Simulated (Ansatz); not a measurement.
BAs in space group P6_222 (No. 180; B on 3d, As on 3c), a = b = 3.429 Å, c = 7.403 Å, α = β = 90.00°, γ = 120.00°.

Relaxed with PBEsol. The program Ansatz at the PBEsol level (PAW) gives a gap of 0.31 eV.

### Question
What gap does HSE06 give on the same cell (Ansatz, PAW)?

### Answer
0.90 eV, 0.60 eV more. The hybrid was solved on a coarser mesh and at special points; its gap is the smallest among all of these.

```csv
k,v1 PBEsol,c1 PBEsol,v1 HSE06,c1 HSE06
Γ,0.00,2.13,[?],[?]
A,-0.74,1.91,[?],[?]
K,-2.59,0.67,-2.82,1.35
H,-2.78,2.71,[?],[?]
M,-2.53,0.31,-2.79,0.90
L,-3.01,1.74,[?],[?]
```

### Question
Top valence (v1) and lowest conduction level (c1) in eV from each method's valence maximum (which need not be a listed point): supply the withheld HSE06 values.

### Answer

- L, v1 HSE06: -3.25
- L, c1 HSE06: 2.45
- Γ, v1 HSE06: 0.00
- Γ, c1 HSE06: 2.90
- H, v1 HSE06: -2.98
- H, c1 HSE06: 3.49
- A, v1 HSE06: -0.80
- A, c1 HSE06: 2.71

Cost on shared cores: the PBEsol run (SCF on a 9×9×4 mesh, then bands and DOS) very roughly 70 core-seconds, the HSE06 run (SCF on 6×6×3, then a few points) very roughly 4 core-minutes; the tasks are unlike.

A made-up cell: these elements were put on the sites of a structure type; neither database checked (COD, Materials Project) lists it. It is not the phase usual at ambient conditions (space group No. 216). The PBEsol relaxation kept the symmetry of its start; its stability against distortions is not shown here. Spin–orbit coupling is left out wherever it is not named.

Potentials: the later of the program's two PAW sets.
